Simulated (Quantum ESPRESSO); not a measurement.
W2Pd2MoPt2Ti, a curve over one atom's position

Simulated, not a measurement. The program is pw.x of Quantum ESPRESSO 7.5 (plane-wave density functional theory). The cell is made up: eight metal atoms on a hexagonal close-packed lattice, with elements, volume, strain and displacements drawn at random and not relaxed, so it may be unstable or far from any real phase. PseudoDojo standard norm-conserving files set the functional (PBE unless stated); there is no spin polarisation or spin-orbit coupling, the Fermi-Dirac width of 0.25 eV means electrons at about 2900 K, and the masses in the input are unused placeholders. Heavy elements are run without spin-orbit coupling, which real alloys of them have. A spin test at this wide smearing found no moment, but such smearing suppresses magnetism that the real alloy may have.

Seven runs move atom 3 (W, counted in the order of the input) along z and keep all else fixed.

Input of the run at +0.0240:

```
&control calculation='scf', pseudo_dir='./dojo.nc.sr.pbe.v0_5.standard.upf', outdir='./o', disk_io='minimal', tprnfor=.true., tstress=.true. /
&system ibrav=0, nat=8, ntyp=5, nbnd=81, ecutwfc=84.00895049, nosym=.true., tot_charge=0,
 occupations='smearing', smearing='fd', degauss=0.0183746611
/
&electrons conv_thr=1.470e-08, electron_maxstep=70, mixing_beta=0.5 /
ATOMIC_SPECIES
Mo 1.0 Mo.upf
Pd 1.0 Pd.upf
Pt 1.0 Pt.upf
Ti 1.0 Ti.upf
W 1.0 W.upf
CELL_PARAMETERS angstrom
2.8345 0.0011 0.0246
0.002 4.7581 -0.007
0.0787 -0.013 8.9809
ATOMIC_POSITIONS angstrom
W -0.1921 0.0545 0.0212
Pd 0.0 -0.1035 4.4408
W 0.1915 1.5895 2.2836
Mo 0.1033 1.5534 6.7117
Pt 1.4048 2.5165 0.0707
Pd 1.5163 2.3278 4.4277
Ti 1.3907 4.007 2.331
Pt 1.5292 3.8794 6.6363
K_POINTS automatic
8 5 3 1 1 1
```

| shift of atom 3 along z (Å) | free energy less that of the input shown (eV) | Fx on atom 3 (eV/Å) | Fy on atom 3 (eV/Å) | Fz on atom 3 (eV/Å) | pressure (GPa) | iterations |
| --- | --- | --- | --- | --- | --- | --- |
| -0.1348 | 0.0388 | -0.766 | -0.477 | 1.437 | 10.23 | 21 |
| -0.1141 | 0.0123 | -0.752 | -0.465 | 1.126 | 9.99 | 21 |
| -0.0765 | -0.0195 | -0.733 | -0.446 | 0.563 | 9.64 | 21 |
| +0.0240 | 0.0000 | -0.711 | -0.415 | -0.960 | 9.26 | 21 |
| +0.0736 | 0.0669 | -0.714 | -0.414 | -1.741 | 9.37 | 21 |
| +0.0948 | 0.1074 | -0.718 | -0.417 | -2.083 | 9.48 | 21 |
| +0.1135 | 0.1492 | -0.723 | -0.421 | -2.388 | 9.60 | 21 |

A cubic fit gives dFz/dz = -15.29 eV/Å² at zero shift. Across the table the energy follows minus the integral of the force to 0.1 meV. A rerun of one of the cells at a higher cutoff and on a denser mesh moved values by no more than 0.005 eV in energy, 0.13 GPa in stress and 0.013 eV/Å in force, and a second program with other atomic files agreed on that cell to 2 % rms in force and 0.5 GPa in pressure.